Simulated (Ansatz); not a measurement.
CaCd₂As₂:
```
CELL_PARAMETERS angstrom
      4.40815     0.00000     0.00000
     -2.20408     3.81757     0.00000
      0.00000     0.00000     7.19550
ATOMIC_POSITIONS crystal
  Ca 0.00000 0.00000 0.00000
  Cd 0.33333 0.66667 0.63372
  Cd 0.66667 0.33333 0.36628
  As 0.33333 0.66667 0.23747
  As 0.66667 0.33333 0.76253
```

Relaxed with r²SCAN.

**Question.** Give the Bader charges and basin volumes of the independent atoms, r²SCAN in the plane-wave PAW code Ansatz.

**Answer.** 

```json
[
 {"atom": "Ca1", "Bader charge (e)": "+1.46", "Bader volume (Å³)": "14.5"},
 {"atom": "Cd2", "Bader charge (e)": "+0.50", "Bader volume (Å³)": "21.4"},
 {"atom": "As4", "Bader charge (e)": "-1.24", "Bader volume (Å³)": "31.9"}
]
```

Space group P-3m1. The first step of the workflow began from a Materials Project structure, measured or hypothetical; the Crystallography Open Database files this formula in space group No. 164, but the cells were not matched. Its standing as an ambient phase is unchecked. Symmetry was held in the r²SCAN relaxation; its stability against distortions is not shown here.

Potentials: the later of the program's two PAW sets.
